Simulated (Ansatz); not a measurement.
**Relaxing a structure of GaPt**

The start is a relaxed GaPt cell, doubled along one cell vector, shaken by Gaussian noise of σ = 0.08 Å a coordinate. The cell and all atomic positions are relaxed at zero pressure with PBE (plane waves to 420 eV, PAW, scalar-relativistic; Ansatz, a quantum-chemistry and plane-wave program). The first steps use a coarse 9×9×4 k-mesh.

Starting cell:
```
GaPt
1.0
    4.40054     0.00000     0.00000
   -2.20027     3.81098     0.00000
    0.00000     0.00000    10.16410
Ga Pt
4 4
Cartesian
  0.04758   0.08920   3.71986
  0.06694  -0.10492   8.87301
 -0.06175   0.00665   1.31635
 -0.01621   0.13791   6.32261
  0.00166   2.49146  -0.06288
 -0.04984   2.54085   5.12395
  2.22435   1.33184   0.03398
  2.39813   1.31792   5.03245
```

```json
{
  "initial_pressure": "+2.2 GPa (positive: the cell is compressed)",
  "largest_initial_force": "4.97 eV/Å, on Pt8 (atoms numbered as listed)",
  "energy_released": "0.55 eV/atom",
  "volume_change": "-22.9 %, from 21.31 to 16.42 Å³/atom",
  "relative_to_the_parent": "It does not go back: it reaches Cmc2₁ (No. 36), 0.47 eV/atom below the parent",
  "Shortest distances (start → end)": "The closest pairs of elements (up to four, under 3.6 Å), start → end: Pt–Pt 2.31 → 2.88 Å; Ga–Ga 2.41 → 2.63 Å; Ga–Pt 2.65 → 2.53 Å",
  "band_gap_at_the_end": "no gap (metallic)",
  "optimiser_moves": "28"
}
```

Final values are on a 15×15×6 k-mesh of the relaxed cell. No spin polarisation in the result.

The relaxed structure here is a generated cell of GaPt: the first start was made by a random draw of sites in a space group, and the end was not matched to a known phase here, so it may be hypothetical.
